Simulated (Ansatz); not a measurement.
Input, command and steps of an Ansatz relaxation.

```yaml
crystal:
  lattice:
    - [-2.2982688531, 2.9891028242, 4.6537770204]
    - [2.2982688531, -2.9891028242, 4.6537770204]
    - [2.2982688531, 2.9891028242, -4.6537770204]
  atoms:
    - { symbol: Sr, position: [0.6996357168, 0.1996357168, 0.5] }
    - { symbol: Sr, position: [0.3003642832, 0.8003642832, 0.5] }
    - { symbol: Cd, position: [0.0, 0.0, 0.0] }
    - { symbol: Pt, position: [0.7286398112, 0.5, 0.2286398112] }
    - { symbol: Pt, position: [0.2713601888, 0.5, 0.7713601888] }
basis:
  ecutwfc: 420
kpoints:
  mp_grid: { grid: [10, 10, 10] }
hamiltonian:
  xc: pbesol
scf:
  occupations: { method: gaussian, width: 0.1 }
output:
  forces: true
  stress: true
  eigenvalues: true
relax:
  adjacent_minimum: "off"
  f_tol: 0.01
  max_steps: 30
  cell: { stress_tol: 0.1, fix: [volume] }
```

```bash
ansatz run input.yaml --threads 1 --pin off --max-ram 2560MiB --backend cpu --events-out ev --progress --plain --runs-dir out
```

Computed with DFT PBEsol, scalar-relativistic, plane waves, PAW in Ansatz.

The volume is held at 1.06 times that of the relaxed cell.

Of 5 frames 4 are shown, positions in Å and forces in eV/Å; the SCF threshold varies from step to step. Steps run on the plane waves of an earlier cell, with a Pulay correction in the pressure. The basis is chosen afresh for the last frame, the zero of the energies, and at times for earlier ones too; energy and pressure can step there, also at an unchanged geometry. Where two frames share a geometry here, they differ by under 2 meV/atom and 0.3 GPa.

```xyz
5
Lattice="-2.2983 2.9891 4.6538 2.2983 -2.9891 4.6538 2.2983 2.9891 -4.6538" Properties=species:S:1:pos:R:3:forces:R:3 pbc="T T T" step=1 free_energy_over_end_meV_per_atom=0.31 pressure_GPa=-3.67
Sr    0.0000    2.9891    1.8581    0.0000    0.0000   -0.0128
Sr    2.2983    0.0000    2.7957    0.0000    0.0000    0.0128
Cd    0.0000    0.0000    0.0000    0.0000    0.0000    0.0000
Pt    0.0000    1.3669    4.6538    0.0000   -0.0467    0.0000
Pt    2.2983    1.6222    0.0000    0.0000    0.0467    0.0000
5
Lattice="-2.2911 2.9858 4.6736 2.2911 -2.9858 4.6736 2.2911 2.9858 -4.6736" Properties=species:S:1:pos:R:3:forces:R:3 pbc="T T T" step=2 free_energy_over_end_meV_per_atom=0.05 pressure_GPa=-3.58
Sr    0.0000    2.9858    1.8667    0.0000    0.0000   -0.0172
Sr    2.2911    0.0000    2.8069    0.0000    0.0000    0.0172
Cd    0.0000    0.0000    0.0000    0.0000    0.0000    0.0000
Pt    0.0000    1.3594    4.6736    0.0000   -0.0132    0.0000
Pt    2.2911    1.6263    0.0000    0.0000    0.0132    0.0000
5
Lattice="-2.2858 2.9897 4.6782 2.2858 -2.9897 4.6782 2.2858 2.9897 -4.6782" Properties=species:S:1:pos:R:3:forces:R:3 pbc="T T T" step=3 free_energy_over_end_meV_per_atom=0.01 pressure_GPa=-3.53
Sr    0.0000    2.9897    1.8622    0.0000    0.0000    0.0160
Sr    2.2858    0.0000    2.8160    0.0000    0.0000   -0.0160
Cd    0.0000    0.0000    0.0000    0.0000    0.0000    0.0000
Pt    0.0000    1.3575    4.6782    0.0000    0.0058    0.0000
Pt    2.2858    1.6322    0.0000    0.0000   -0.0058    0.0000
5
Lattice="-2.2844 2.9911 4.6789 2.2844 -2.9911 4.6789 2.2844 2.9911 -4.6789" Properties=species:S:1:pos:R:3:forces:R:3 pbc="T T T" step=5 free_energy_over_end_meV_per_atom=0.00 pressure_GPa=-3.53
Sr    0.0000    2.9911    1.8653    0.0000    0.0000    0.0019
Sr    2.2844    0.0000    2.8136    0.0000    0.0000   -0.0019
Cd    0.0000    0.0000    0.0000    0.0000    0.0000    0.0000
Pt    0.0000    1.3579    4.6789    0.0000   -0.0029    0.0000
Pt    2.2844    1.6332    0.0000    0.0000    0.0029    0.0000
```

The run took 4.6 min on 1 thread of Arm Neoverse V1, on a shared host, peak memory 0.89 GiB.

Spin–orbit coupling is left out, which can shift energies with elements as heavy as these.